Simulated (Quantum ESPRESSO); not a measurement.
**SrTiO3: field gradients at the nuclei**

```
CELL_PARAMETERS angstrom
      3.91270     0.00000     0.00000
      0.00000     3.91270     0.00000
      0.00000     0.00000     3.91270
ATOMIC_POSITIONS crystal
  Sr 0.00000 0.00000 0.00000
  Ti 0.50000 0.50000 0.50000
  O  0.50000 0.00000 0.50000
  O  0.00000 0.50000 0.50000
  O  0.50000 0.50000 0.00000
```
Geometry: a computed entry of the Materials Project; it was not checked against measured cells. It is SrTiO3 in Pm-3m. Stability against distortions was not tested. The run has no spin polarisation.

Convention: |Vzz| is the largest principal value, η_Q = (Vxx − Vyy)/Vzz, |C_Q| = |eQVzz/h|. Cores are frozen. Against all-electron runs on small test molecules, this scheme's |Vzz| missed by −2 to +6 % on O.

Quadrupole moments taken as inputs (sizes, barn, from the tables of PySCF and pymatgen): ⁸⁷Sr 0.305, ⁴⁷Ti 0.302, ¹⁷O 0.0256.

Problem. What do the calculations give at each independent site (field gradients by a PBE PAW density (pw.x of a modified build of Quantum ESPRESSO, JTH datasets) with the all-electron reconstruction of Petrilli and co-workers, 22.5 Ha, k-mesh 6×6×6 through Γ)?

Solution. 
```csv
site,site symmetry,Vzz (10²¹ V/m²),η_Q,∣C_Q∣ (MHz)
Sr (atom 1),m-3m,0,–,0 (⁸⁷Sr)
Ti (atom 2),m-3m,0,–,0 (⁴⁷Ti)
"O (atoms 3, 4, 5)",4/mmm,1.19,0.00,0.74 (¹⁷O)
```
